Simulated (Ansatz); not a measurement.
Input:

SiO2:
```cif
data_O8Si4
_chemical_formula_sum 'Si4 O8'
_space_group_name_H-M_alt 'P41212'
_space_group_IT_number 92
_space_group_name_Hall 'P 4abw 2nw'
_cell_length_a 5.02806
_cell_length_b 5.02806
_cell_length_c 7.00967
_cell_angle_alpha 90.000
_cell_angle_beta 90.000
_cell_angle_gamma 90.000
loop_
_atom_site_label
_atom_site_type_symbol
_atom_site_symmetry_multiplicity
_atom_site_Wyckoff_symbol
_atom_site_fract_x
_atom_site_fract_y
_atom_site_fract_z
_atom_site_occupancy
Si1 Si 4 a 0.29808 0.29808 0.00000 1
O1 O 8 b 0.23958 0.10196 0.17836 1
```

This is the PBEsol-relaxed structure.

### Question
All from PBEsol (plane waves, PAW; program Ansatz), unless another level is named. Give the Born charges (a third of the trace).

### Answer
Si +3.34, O -1.67 e.

### Question
And the electronic dielectric constant ε∞ (DFPT)?

### Answer
2.28 (xx = yy), 2.27 (zz).

Space group P4_12_12. Symmetry was held in the PBEsol relaxation.

Potentials: the earlier of the program's two PAW sets. The files were generated under PBE; for other functionals the program regenerates the frozen cores, and for LDA and PBEsol the local potential too.
